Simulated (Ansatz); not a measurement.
RuS$_{2}$:
```
RuS2
1.0
    5.63192     0.00000     0.00000
    0.00000     5.63192     0.00000
    0.00000     0.00000     5.63192
Ru S
4 8
Direct
  0.00000   0.00000   0.00000
  0.50000   0.00000   0.50000
  0.50000   0.50000   0.00000
  0.00000   0.50000   0.50000
  0.38791   0.38791   0.38791
  0.11209   0.61209   0.88791
  0.88791   0.11209   0.61209
  0.61209   0.88791   0.11209
  0.61209   0.61209   0.61209
  0.88791   0.38791   0.11209
  0.11209   0.88791   0.38791
  0.38791   0.11209   0.88791
```

This is the r²SCAN-relaxed structure.

**Question.** All from the program Ansatz at the r²SCAN level (PAW), unless another level is named. Give the Young's modulus.

**Answer.** 319 GPa.

**Question.** Predict the elastic constants (relaxed ions, GPa).

**Answer.** C11 = 430, C12 = 59.2, C44 = 105.

**Question.** Next, the vibrational entropy at 300 K?

**Answer.** 19.2 J/(K·mol of atoms).

Space group Pa-3. The cell was relaxed with r²SCAN under the symmetry of its start; phonons on a q-mesh show no instability. No spin polarisation was allowed.

Potentials: the later of the program's two PAW sets.
